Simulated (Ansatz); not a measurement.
**Ti3O: computed property card**

Ti₃O:
```yaml
crystal:
  lattice:
    - [5.13296, 0.00000, 0.00000]
    - [-2.56648, 4.44527, 0.00000]
    - [0.00000, 0.00000, 9.46620]
  atoms:
    - { symbol: Ti, position: [0.67262, 0.00654, 0.38265] }
    - { symbol: Ti, position: [0.32738, 0.99346, 0.61735] }
    - { symbol: Ti, position: [0.99346, 0.66608, 0.38265] }
    - { symbol: Ti, position: [0.00654, 0.33392, 0.61735] }
    - { symbol: Ti, position: [0.33392, 0.32738, 0.38265] }
    - { symbol: Ti, position: [0.66608, 0.67262, 0.61735] }
    - { symbol: Ti, position: [0.99346, 0.32738, 0.11735] }
    - { symbol: Ti, position: [0.00654, 0.67262, 0.88265] }
    - { symbol: Ti, position: [0.33392, 0.00654, 0.11735] }
    - { symbol: Ti, position: [0.66608, 0.99346, 0.88265] }
    - { symbol: Ti, position: [0.67262, 0.66608, 0.11735] }
    - { symbol: Ti, position: [0.32738, 0.33392, 0.88265] }
    - { symbol: O, position: [0.33333, 0.66667, 0.75000] }
    - { symbol: O, position: [0.66667, 0.33333, 0.25000] }
    - { symbol: O, position: [0.00000, 0.00000, 0.75000] }
    - { symbol: O, position: [0.00000, 0.00000, 0.25000] }
```

Space group P-31c (No. 163); conventional cell a = 5.133 Å, b = 5.133 Å, c = 9.466 Å, α = 90.00°, β = 90.00°, γ = 120.00°.

Method: r²SCAN in the plane-wave PAW code Ansatz. The cell and atoms are relaxed at this level. Other levels are named where they apply.

### Cell and energy

```yaml
volume_per_atom: 13.50 Å³
density: 4.91 g/cm³
Formation energy from the elements (no fitted shifts): -1.51 eV/atom
```

### Electronic structure

```yaml
electronic_character: metallic (no gap)
Density of states at the Fermi level: 0.54 states/eV per atom (mean over ±0.08 eV)
```

### Mechanics

```yaml
Bulk modulus (Birch–Murnaghan fit): 166 GPa
Pressure derivative B′: 4.0
```

### Phonons

```yaml
highest_zone_centre_frequency: 493 cm^-1
zone_centre_stability: no imaginary mode at Γ
```

The workflow started from a Materials Project entry (that database holds measured and hypothetical structures alike); the Crystallography Open Database files this formula in space group No. 163, but the cells were not matched. Its standing as an ambient phase is unchecked. The cell was relaxed with r²SCAN under the symmetry of its start. No spin polarisation was allowed. Without spin polarisation and U, an open-shell compound can come out a false metal. As this level gives no gap, phonon frequencies hold no LO–TO term and depend on the k-mesh and smearing (Fermi–Dirac, 0.1 eV here). The references are the lowest solids computed at this level, not always the standard phases (solids in place of the gases).

Potentials: the later of the program's two PAW sets.
